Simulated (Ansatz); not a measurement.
This is a single-point calculation with Ansatz 0.2.0 on an ordered 6-atom cell of Ga3PN2 on the zincblende lattice (Imm2); the level of theory is r2SCAN. Cell and atoms come from a relaxation with r2SCAN.

Input file:
```yaml
crystal:
  lattice:
    - [-1.7010283552, 5.1243591648, 2.3942792778]
    - [1.7010283552, -5.1243591648, 2.3942792778]
    - [1.7010283552, 5.1243591648, -2.3942792778]
  atoms:
    - { symbol: "N", position: [0.3269844981, -0.0008350776, 0.3278195757] }
    - { symbol: Ga, position: [0.5358976786, 0.7222547296, 0.813642949] }
    - { symbol: "N", position: [0.6713453468, -0.0008350776, 0.6721804243] }
    - { symbol: Ga, position: [0.9086117806, 0.7222547296, 0.186357051] }
    - { symbol: P, position: [-0.0032984918, -0.0032984918, 0.0] }
    - { symbol: Ga, position: [0.3104591877, 0.8104591877, 0.5] }
kpoints:
  mp_grid: { grid: [10, 10, 10] }
  band_path:
    path:
      - [0.0, 0.0, 0.0]
      - [0.5, -0.5, 0.5]
      - [0.2775476142, -0.2775476142, 0.7224523858]
      - [-0.2775476142, 0.2775476142, 0.2775476142]
      - [0.3045771055, 0.3045771055, -0.3045771055]
      - [0.6954228945, -0.3045771055, 0.3045771055]
      - [0.0, 0.5, 0.0]
      - [0.25, 0.25, 0.25]
      - [0.5, 0.0, 0.0]
    npoints: 1
hamiltonian:
  xc: r2scan
scf:
  occupations: { method: fixed }
  n_extra_bands: 5
output:
  forces: true
  stress: true
  eigenvalues: true
  write_density: true
  write_potential: true
  elf: true
  volumetric_format: npy
```

Command: `ansatz run input.yaml --threads 4 --pin off --max-ram 6451MiB --backend cpu --events-out ev --progress --plain --runs-dir out`. Wall time 23 s on 4 threads of Intel(R) Xeon(R) Platinum 8375C CPU @ 2.90GHz (Ice Lake), with other jobs on the host; peak host memory 0.88 GiB.

**Question.** What does the program print?

**Answer.** Main lines of the log:
```
Pseudopotential: N, paw, valence charge 5, recommended cutoff 500 eV (meta_gga)
Pseudopotential: Ga, paw, valence charge 13, recommended cutoff 500 eV (meta_gga)
Pseudopotential: P, paw, valence charge 5, recommended cutoff 500 eV (meta_gga)
Functional definition: r2SCAN
Crystal: 6 atoms, lattice volume = 83.481 Å³
Basis set: ecut = 500 eV, 2141 PW (Γ), FFT grids on a1+a2, a2, a2+a3
Bands: 32, of which v1, the nominal top of the filled ones, is band 27 counted from 1 (26 counted from 0)
Symmetry: 4 space group operations
Space group: Imm2 (ITA 44)
k-points: 171 of 1000 (time reversal used)
preconditioner: auto → Resta (q_TF=auto, 2.537 Å⁻¹)  ε∞=4.6  [insulator: Δε(μ)=0.400 eV  ℏωp=29.9 eV]
NSCF: frozen V_eff on 9 k-points
Free energy (F): -12902.166863 eV
Fermi energy:    9.774131 eV
--- Forces (eV/Å), atoms counted from 1 ---
  atom   1  N       0.00000    -0.00203    -0.00251
  atom   2  Ga      0.00000    -0.00003      0.00018
  atom   3  N       0.00000      0.00203    -0.00251
  atom   4  Ga      0.00000      0.00003      0.00018
  atom   5  P       0.00000      0.00000      0.00288
  atom   6  Ga      0.00000      0.00000      0.00177
--- Stress (GPa, compression-positive) ---
       -0.036517       0.000000       0.000000
        0.000000       0.012898       0.000000
        0.000000       0.000000       0.007032
  P = ⅓ Tr σ = -0.0055 GPa (-0.055 kbar)
--- Band table (eV; the first three rows and the last of 171) ---
  k-point 0: bands = […, 4.2739, 5.8046, 6.8125, 8.4636, 8.5094, 9.6682, 10.2697, 12.8530, 13.6639, 14.9637, …]
  k-point 1: bands = […, 4.4124, 5.4666, 6.3854, 8.2842, 8.3719, 8.8250, 10.8785, 13.2687, 13.9876, 15.5234, …]
  k-point 2: bands = […, 4.7560, 4.8450, 5.6478, 7.2945, 7.7846, 8.2449, 11.9095, 13.6190, 14.0828, 15.0959, …]
  k-point 170: bands = […, 5.4221, 5.8874, 6.5238, 6.9672, 7.2777, 9.7741, 10.7344, 12.9956, 13.2130, 14.4928, …]
```
Iteration counts and the last digits belong to this one run.

The rows of the band table are 0: (0, 0, 0) = Γ, 1: (0, 0, 0.100), 2: (0, 0, 0.200), 170: (-1/2, -1/2, -1/2) = X.

bands.tsv, columns around the gap (it counts bands from 0):
```tsv
# k_distance	band_22	band_23	band_24	band_25	band_26	band_27	band_28	band_29	band_30
# fermi_ev = 9.774131
# [0, 0, 0] at k_distance = 0.000000
# [0.5, -0.5, 0.5] at k_distance = 0.613070
# [0.2775476142, -0.2775476142, 0.7224523858] at k_distance = 1.434755
# [-0.2775476142, 0.2775476142, 0.2775476142] at k_distance = 2.080720
# [0.3045771055, 0.3045771055, -0.3045771055] at k_distance = 3.380674
# [0.6954228945, -0.3045771055, 0.3045771055] at k_distance = 4.057363
# [0, 0.5, 0] at k_distance = 5.174998
# [0.25, 0.25, 0.25] at k_distance = 5.481533
# [0.5, 0, 0] at k_distance = 6.404973
# levels_relative_to = fermi_ev
0.000	-3.970	-2.962	-1.311	-1.265	-0.106	0.496	3.079	3.890	5.190
0.613	-3.887	-3.250	-2.807	-2.496	0.000	0.960	3.221	3.439	4.719
1.435	-4.285	-4.048	-3.648	-3.161	-2.145	2.123	2.203	3.460	3.966
2.081	-4.285	-4.048	-3.648	-3.161	-2.145	2.123	2.203	3.460	3.966
3.381	-3.490	-2.998	-1.966	-1.919	-0.270	1.520	2.270	3.956	5.020
4.057	-3.490	-2.998	-1.966	-1.919	-0.270	1.520	2.270	3.956	5.020
5.175	-5.063	-3.971	-3.403	-2.250	-2.071	2.054	4.015	4.862	5.554
5.482	-4.893	-3.966	-3.069	-2.608	-2.482	2.759	4.207	4.384	5.161
6.405	-3.331	-3.259	-2.396	-2.112	-0.366	1.721	3.325	4.298	5.205
```
In order the rows are Γ, X, F₀, Σ₀, Λ₀, G₀, R, W, S.

Planar averages along the third cell vector, from rho_z.tsv and v_z.tsv (valence density with its augmentation; electrostatic potential energy of an electron, of which only differences have a meaning):
```
z (Å)  ρ (e/Å³)  v_es (eV)
 0.00     0.316       2.92
 0.24     0.349       3.12
 0.47     0.463       3.65
 0.71     0.665       4.24
 0.95     0.870       4.65
 1.18     0.928       4.80
 1.42     0.804       4.65
 1.65     0.624       4.38
 1.89     0.511       4.26
 2.13     0.495       4.51
 2.36     0.579       5.10
 2.60     0.745       5.86
 3.07     0.895       6.39
 3.31     0.745       5.86
 3.54     0.579       5.10
 3.78     0.495       4.51
 4.02     0.511       4.26
 4.25     0.624       4.38
 4.49     0.804       4.65
 4.73     0.928       4.80
 4.96     0.870       4.65
 5.20     0.665       4.24
 5.43     0.463       3.65
 5.67     0.349       3.12
```

The r2SCAN gap is indirect, 0.50 eV (X to Γ), below the direct gap of 0.60 eV at Γ. The mean stress is close to zero (-0.01 GPa).

Values at 0 K without nuclear motion; spin polarisation is off, and the phase may be a hypothetical one.
